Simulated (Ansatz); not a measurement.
SrClF:
```
SrClF
1.0
    4.08520     0.00000     0.00000
    0.00000     4.08520     0.00000
    0.00000     0.00000     6.91327
Sr Cl F
2 2 2
Cartesian
  0.00000   2.04260   5.52152
  2.04260   0.00000   1.39175
  2.04260   0.00000   4.44955
  0.00000   2.04260   2.46372
  2.04260   2.04260   0.00000
  0.00000   0.00000   0.00000
```

Relaxed with PBEsol.

### Question
Give the Bader charges and basin volumes of the independent atoms, PBEsol (plane waves, PAW; program Ansatz).

### Answer


| atom | Bader charge (e) | Bader volume (Å³) |
|---|---|---|
| Sr1 | +1.63 | 16.6 |
| Cl3 | -0.79 | 27.9 |
| F5 | -0.84 | 13.1 |

Space group P4/nmm. The first step of the workflow began from a Materials Project structure, measured or hypothetical; the Crystallography Open Database files this formula in space group No. 129, but the cells were not matched. Its standing as an ambient phase is unchecked. The cell was relaxed with PBEsol under the symmetry of its start; its stability against distortions is not shown here.

Potentials: the later of the program's two PAW sets.
